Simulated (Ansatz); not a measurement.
B (bcc (W type), Im-3m) at seven volumes, DFT-r²SCAN in the program Ansatz with PAW potentials, scaled uniformly. One row is withheld.

```json
[
 {"V (Å³/atom)": "5.492", "P (GPa)": "28.08"},
 {"V (Å³/atom)": "5.673", "P (GPa)": "17.39"},
 {"V (Å³/atom)": "5.854", "P (GPa)": "8.10"},
 {"V (Å³/atom)": "6.035", "P (GPa)": "0.00"},
 {"V (Å³/atom)": "6.216", "P (GPa)": "?"},
 {"V (Å³/atom)": "6.397", "P (GPa)": "-12.54"},
 {"V (Å³/atom)": "6.578", "P (GPa)": "-16.79"}
]
```

Task: Fit the shown pressures and predict the withheld one.

Result: P = (3/2)B₀(x^(7/2) − x^(5/2))[1 + (3/4)(B′ − 4)(x − 1)] with x = (V₀/V)^(2/3). Least squares on the six rows gives V₀ = 6.037 Å³/atom, B₀ = 241 GPa, B′ = 4.49. At V = 6.216, x = 0.9807 and P = -6.60 GPa. The run itself gave -6.91 GPa.

A made-up cell: these elements were put on the sites of a structure type; neither database checked (COD, Materials Project) lists it. It is not the phase usual at ambient conditions (space group No. 166). The r²SCAN relaxation kept the symmetry of its start. At this level the phase is mechanically unstable.

Potentials: the later of the program's two PAW sets.
